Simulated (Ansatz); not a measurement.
Simulated powder pattern, Fe Kα, λ = 1.93735 Å (kinematic, ideal powder, no thermal factors, no anomalous dispersion; the 30 strongest lines at most, above 1 %, up to 2θ = 90°):

| 2θ (°) | d (Å) | I/Imax (%) |
|---|---|---|
| 42.32 | 2.684 | 2.2 |
| 52.47 | 2.191 | 100 |
| 61.39 | 1.898 | 52 |

The pattern belongs to a structure relaxed with the program Ansatz at the PBEsol level (PAW).

Which compound is it?
(A) CrB2, MoSi2 or CaC2 type
(B) SiBCN, P3m1 (B on 1b, Si on 1c, C on 1b, N on 1c)
(C) AlBRu, Cmcm (Al on 4c, B on 4c, Ru on 4c)
(D) Cr3NiB, anti-perovskite

D, Cr3NiB, anti-perovskite

Give the lattice parameters.

a = 3.795 Å.

Space group Pm-3m (anti-perovskite). The start of the workflow was typed in or built on a structure type; neither database checked (COD, Materials Project) lists it. Whether it is the stable phase at ambient conditions was not checked. The cell was relaxed with PBEsol under the symmetry of its start; whether a distortion lowers the energy is not shown. The workflow began spin-polarised and lost its moments. The volume moved by -26 % from the start of the relaxation. Its formation energy is positive at this level, so the cell may be metastable or incomplete.

Potentials: the earlier of the program's two PAW sets. The files were generated under PBE; for other functionals the program regenerates the frozen cores, and for LDA and PBEsol the local potential too.
